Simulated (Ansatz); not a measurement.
This run works on a generated trial structure, not on a known crystal.

Input and command of a plane-wave DFT calculation in Ansatz:

```yaml
crystal:
  lattice:
    - [5.53740136, 0.0, 0.0]
    - [-2.76870068, 4.79553025, 0.0]
    - [0.0, 0.0, 4.39151861]
  atoms:
    - { symbol: Mg, position: [0.33333333, 0.66666667, 0.5] }
    - { symbol: Mg, position: [0.66666667, 0.33333333, 0.5] }
    - { symbol: Ti, position: [0.33333333, 0.66666667, 0.0], spin: 1.0 }
    - { symbol: Ti, position: [0.66666667, 0.33333333, 0.0], spin: 1.0 }
    - { symbol: Ti, position: [0.0, 0.0, 0.0], spin: 1.0 }
    - { symbol: O, position: [0.5, 0.0, 0.5] }
    - { symbol: O, position: [0.0, 0.5, 0.5] }
    - { symbol: O, position: [0.5, 0.5, 0.5] }
basis:
  ecutwfc: 420
kpoints:
  mp_grid: { grid: [4, 4, 4] }
hamiltonian:
  xc: pbe
scf:
  occupations: { method: gaussian, width: 0.2 }
  lower_state_search: "off"
output:
  forces: true
  stress: true
  eigenvalues: true
  populations: true
magnetization:
  spin_polarized: true
relax:
  adjacent_minimum: "off"
  f_tol: 0.08
  max_steps: 16
  cell: { stress_tol: 0.8 }
```

```bash
ansatz run input.yaml --threads 1 --pin off --max-ram 2560MiB --backend cpu --events-out ev --progress --plain --runs-dir out
```

Processor: Intel(R) Xeon(R) 6975P-C (Granite Rapids), 1 thread, on a host shared with other jobs.

**Question.** How long does it run, and how much memory does it take?

**Answer.** About 79 s, peak memory 0.58 GiB. It solves 47 bands at 12 k points (after reduction by symmetry) with about 3547 plane waves (on the last cell), in 126 SCF iterations over 9 ionic steps.
